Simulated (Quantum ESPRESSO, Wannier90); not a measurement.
MgSe (zinc blende), plane waves to Wannier functions

Structure: Materials Project mp-13031, symmetrised, not relaxed again. Not found in the COD (Crystallography Open Database) copy used, which has the formula in other groups; not checked further. Level: LDA, no spin polarisation, no spin-orbit coupling; pw.x of Quantum ESPRESSO at 69 Ry with PseudoDojo potentials, 10×10×10 k-points, Wannier90. Density: 10×10×10 mesh, cold smearing 0.01 Ry. Spin-orbit coupling, left out, would split the p-like bands by a few tenths of an eV.

Input w.win:

```
num_bands = 15
num_wann = 8
exclude_bands = 1-9
num_iter = 0
conv_tol = 1.0e-6
conv_window = 4
dis_num_iter = 1000
dis_conv_tol = 1.0e-6
dis_froz_max = 8.09
write_hr = true
write_u_matrices = true
begin projections
Mg: s;p
Se: s;p
end projections
begin unit_cell_cart
ang
    0.0000000000    2.9689300000    2.9689300000
    2.9689300000    0.0000000000    2.9689300000
    2.9689300000    2.9689300000    0.0000000000
end unit_cell_cart
begin atoms_frac
Mg   0.0000000000  0.0000000000  0.0000000000
Se  -0.2500000000 -0.2500000000 -0.2500000000
end atoms_frac
mp_grid = 10 10 10
begin kpoints
0.0000000000 0.0000000000 0.0000000000
0.0000000000 0.0000000000 0.1000000000
0.0000000000 0.0000000000 0.2000000000
... (997 more lines: the 10x10x10 mesh through Gamma)
end kpoints
```

On the energy scale of pw.x, whose zero is arbitrary, the valence-band maximum lies at 4.20 eV. Lines of w_hr.dat (R1 R2 R3 m n Re Im, eV) for R = 0 and one of the shortest lattice vectors, rounded to 0.01 eV, lines under 0.02 eV left out; orbitals in order: Mg1 s, Mg1 pz, Mg1 px, Mg1 py, Se2 s, Se2 pz, Se2 px, Se2 py.

```
    0    0    0    1    1     7.50     0.00
    0    0    0    5    1    -1.14     0.00
    0    0    0    6    1    -1.19     0.00
    0    0    0    7    1    -1.19     0.00
    0    0    0    8    1    -1.19     0.00
    0    0    0    2    2    10.57     0.00
    0    0    0    5    2     1.05     0.00
    0    0    0    6    2     0.10     0.00
    0    0    0    7    2     1.09     0.00
    0    0    0    8    2     1.09     0.00
    0    0    0    3    3    10.57     0.00
    0    0    0    5    3     1.05     0.00
    0    0    0    6    3     1.09     0.00
    0    0    0    7    3     0.10     0.00
    0    0    0    8    3     1.09     0.00
    0    0    0    4    4    10.57     0.00
    0    0    0    5    4     1.05     0.00
    0    0    0    6    4     1.09     0.00
    0    0    0    7    4     1.09     0.00
    0    0    0    8    4     0.10     0.00
    0    0    0    1    5    -1.14     0.00
    0    0    0    2    5     1.05     0.00
    0    0    0    3    5     1.05     0.00
    0    0    0    4    5     1.05     0.00
    0    0    0    5    5    -5.72     0.00
    0    0    0    1    6    -1.19     0.00
    0    0    0    2    6     0.10     0.00
    0    0    0    3    6     1.09     0.00
    0    0    0    4    6     1.09     0.00
    0    0    0    6    6     4.86     0.00
    0    0    0    1    7    -1.19     0.00
    0    0    0    2    7     1.09     0.00
    0    0    0    3    7     0.10     0.00
    0    0    0    4    7     1.09     0.00
    0    0    0    7    7     4.87     0.00
    0    0    0    1    8    -1.19     0.00
    0    0    0    2    8     1.09     0.00
    0    0    0    3    8     1.09     0.00
    0    0    0    4    8     0.10     0.00
    0    0    0    8    8     4.87     0.00
   -1    0    0    1    1    -0.18     0.00
   -1    0    0    2    1     0.17     0.00
   -1    0    0    3    1     0.04     0.00
   -1    0    0    4    1     0.17     0.00
   -1    0    0    5    1    -1.14     0.00
   -1    0    0    6    1     1.19     0.00
   -1    0    0    7    1    -1.19     0.00
   -1    0    0    8    1     1.19     0.00
   -1    0    0    1    2    -0.17     0.00
   -1    0    0    2    2     0.34     0.00
   -1    0    0    3    2    -0.22     0.00
   -1    0    0    4    2     0.26     0.00
   -1    0    0    5    2    -1.05     0.00
   -1    0    0    6    2     0.10     0.00
   -1    0    0    7    2    -1.09     0.00
   -1    0    0    8    2     1.09     0.00
   -1    0    0    1    3     0.04     0.00
   -1    0    0    2    3     0.22     0.00
   -1    0    0    3    3    -0.44     0.00
   -1    0    0    4    3     0.22     0.00
   -1    0    0    5    3     1.05     0.00
   -1    0    0    6    3    -1.09     0.00
   -1    0    0    7    3     0.10     0.00
   -1    0    0    8    3    -1.09     0.00
   -1    0    0    1    4    -0.17     0.00
   -1    0    0    2    4     0.26     0.00
   -1    0    0    3    4    -0.22     0.00
   -1    0    0    4    4     0.34     0.00
   -1    0    0    5    4    -1.05     0.00
   -1    0    0    6    4     1.09     0.00
   -1    0    0    7    4    -1.09     0.00
   -1    0    0    8    4     0.10     0.00
   -1    0    0    2    5     0.03     0.00
   -1    0    0    3    5    -0.06     0.00
   -1    0    0    4    5     0.03     0.00
   -1    0    0    5    5    -0.02     0.00
   -1    0    0    6    5    -0.02     0.00
   -1    0    0    7    5    -0.05     0.00
   -1    0    0    8    5    -0.02     0.00
   -1    0    0    1    6    -0.02     0.00
   -1    0    0    2    6     0.06     0.00
   -1    0    0    3    6    -0.07     0.00
   -1    0    0    4    6     0.06     0.00
   -1    0    0    5    6     0.02     0.00
   -1    0    0    7    6     0.04     0.00
   -1    0    0    8    6    -0.06     0.00
   -1    0    0    2    7     0.04     0.00
   -1    0    0    3    7    -0.06     0.00
   -1    0    0    4    7     0.04     0.00
   -1    0    0    5    7    -0.05     0.00
   -1    0    0    6    7    -0.04     0.00
   -1    0    0    7    7    -0.14     0.00
   -1    0    0    8    7    -0.04     0.00
   -1    0    0    1    8    -0.02     0.00
   -1    0    0    2    8     0.06     0.00
   -1    0    0    3    8    -0.07     0.00
   -1    0    0    4    8     0.06     0.00
   -1    0    0    5    8     0.02     0.00
   -1    0    0    6    8    -0.06     0.00
   -1    0    0    7    8     0.04     0.00
```
